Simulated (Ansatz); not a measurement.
# LaGaO3: relaxation (Ansatz)

The command:

```bash
ansatz run input.yaml --threads 2 --pin off --max-ram 2560MiB --backend cpu --events-out ev --progress --plain --runs-dir out
```

The input file (Ansatz 0.2.0, plane waves):

```yaml
crystal:
  lattice:
    - [2.803275, 1.618474, 4.529017]
    - [-2.803275, 1.618474, 4.529017]
    - [0.0, -3.236938, 4.529017]
  atoms:
    - { symbol: Ga, position: [0.0, 0.0, 0.0] }
    - { symbol: Ga, position: [0.5, 0.5, 0.5] }
    - { symbol: O, position: [0.8048, 0.6952, 0.25] }
    - { symbol: O, position: [0.25, 0.8048, 0.6952] }
    - { symbol: O, position: [0.6952, 0.25, 0.8048] }
    - { symbol: O, position: [0.1952, 0.3048, 0.75] }
    - { symbol: O, position: [0.75, 0.1952, 0.3048] }
    - { symbol: O, position: [0.3048, 0.75, 0.1952] }
    - { symbol: La, position: [0.25, 0.25, 0.25] }
    - { symbol: La, position: [0.75, 0.75, 0.75] }
  symmetry: { tolerance: 0.0003 }
kpoints:
  mp_grid: { grid: [5, 5, 5], shift: [0, 0, 0] }
magnetization:
  spin_polarized: false
scf:
  occupations: { method: fermi_dirac }
  lower_state_search: "off"
hamiltonian:
  pseudopotentials: { kind: paw }
  xc: r2scan
basis:
  ecutwfc: 500
  fft_grid_basis: typed
relax:
  max_steps: 40
  cell: { p_target: 0.0 }
output:
  forces: true
  stress: true
  eigenvalues: true
  bader: true
  populations: true
  elf: true
  write_potential: true
  volumetric_format: npy
  dos:
    e_range: [-12, 8]
    de: 0.05
    projected: { site_lists: { Ga: [Ga], La: [La], O: [O] } }
checkpoint:
  read: saved_state
```

Origin of the cell: a database entry, scaled a little.

The smearing width isn't typed, so it takes its default of 0.1 eV.

The saved state is a converged single point of the same cell.

Steps («new basis» is an SCF on plane waves selected anew at the same cell):

| step | ΔF (meV/atom) | max force component (eV/Å) | P (GPa) | volume (Å³) | SCF iterations | step was |
| --- | --- | --- | --- | --- | --- | --- |
| 1 | 0.0 | 0.201 | -8.38 | 123.29 | 6 | accepted |
| 2 | -15.7 | 0.102 | 2.41 | 116.62 | 7 | accepted |
| 3 | -17.2 | 0.012 | -0.35 | 118.14 | 7 | accepted |
| 4 | -17.2 | 0.015 | 0.03 | 117.83 | 5 | accepted |
| 5 | -17.2 | 0.000 | 0.00 | 117.89 | 5 | accepted |
| 6 | -16.9 | 0.000 | 0.02 | 117.89 | 7 | new basis |

Step 1, with forces in eV/Å:

```xyz
10
Lattice="2.803 1.618 4.529 -2.803 1.618 4.529 0.000 -3.237 4.529" Properties=species:S:1:pos:R:3:forces:R:3 pbc="T T T" step=1
Ga    0.000    0.000    0.000    0.000    0.000    0.000
Ga    0.000    0.000    6.794    0.000    0.000    0.000
O     0.307    1.618    7.926    0.201    0.000    0.000
O    -1.555   -0.543    7.926   -0.101    0.174    0.000
O     1.248   -1.075    7.926   -0.101   -0.174    0.000
O    -0.307   -1.618    5.661   -0.201    0.000    0.000
O     1.555    0.543    5.661    0.101   -0.174    0.000
O    -1.248    1.075    5.661    0.101    0.174    0.000
La    0.000    0.000    3.397    0.000    0.000    0.000
La    0.000    0.000   10.190    0.000    0.000    0.000
```

Step 2, with forces in eV/Å:

```xyz
10
Lattice="2.761 1.594 4.415 -2.761 1.594 4.415 0.000 -3.189 4.415" Properties=species:S:1:pos:R:3:forces:R:3 pbc="T T T" step=2
Ga    0.000    0.000    0.000    0.000    0.000    0.000
Ga    0.000    0.000    6.622    0.000    0.000    0.000
O     0.356    1.594    7.726   -0.102    0.000    0.000
O    -1.559   -0.489    7.726    0.051   -0.088    0.000
O     1.203   -1.105    7.726    0.051    0.088    0.000
O    -0.356   -1.594    5.519    0.102    0.000    0.000
O     1.559    0.489    5.519   -0.051    0.088    0.000
O    -1.203    1.105    5.519   -0.051   -0.088    0.000
La    0.000    0.000    3.311    0.000    0.000    0.000
La    0.000    0.000    9.933    0.000    0.000    0.000
```

Step 3, with forces in eV/Å:

```xyz
10
Lattice="2.766 1.597 4.459 -2.766 1.597 4.459 0.000 -3.193 4.459" Properties=species:S:1:pos:R:3:forces:R:3 pbc="T T T" step=3
Ga    0.000    0.000    0.000    0.000    0.000    0.000
Ga    0.000    0.000    6.689    0.000    0.000    0.000
O     0.340    1.597    7.804   -0.012    0.000    0.000
O    -1.553   -0.504    7.804    0.006   -0.010    0.000
O     1.213   -1.093    7.804    0.006    0.010    0.000
O    -0.340   -1.597    5.574    0.012    0.000    0.000
O     1.553    0.504    5.574   -0.006    0.010    0.000
O    -1.213    1.093    5.574   -0.006   -0.010    0.000
La    0.000    0.000    3.344    0.000    0.000    0.000
La    0.000    0.000   10.033    0.000    0.000    0.000
```

Step 6, with forces in eV/Å:

```xyz
10
Lattice="2.765 1.597 4.450 -2.765 1.597 4.450 0.000 -3.193 4.450" Properties=species:S:1:pos:R:3:forces:R:3 pbc="T T T" step=6
Ga    0.000    0.000    0.000    0.000    0.000    0.000
Ga    0.000    0.000    6.675    0.000    0.000    0.000
O     0.338    1.597    7.788    0.000    0.000    0.000
O    -1.551   -0.506    7.788    0.000    0.000    0.000
O     1.214   -1.091    7.788    0.000    0.000    0.000
O    -0.338   -1.597    5.563    0.000    0.000    0.000
O     1.551    0.506    5.563    0.000    0.000    0.000
O    -1.214    1.091    5.563    0.000    0.000    0.000
La    0.000    0.000    3.338    0.000    0.000    0.000
La    0.000    0.000   10.013    0.000    0.000    0.000
```

| Property | Result |
| --- | --- |
| Free energy lowered by | 16.9 meV/atom |
| Volume change | -4.38 % |
| Final pressure | 0.02 GPa |
| Relaxation steps listed | 6 |
| Gap on the mesh | 4.46 eV |

Caveats: no spin-orbit coupling, though heavy elements are present; the relaxation held the start's symmetry, so the end may be a saddle point.

The run took 110 s of wall time on 2 CPU thread(s) of a shared host, from a saved density.
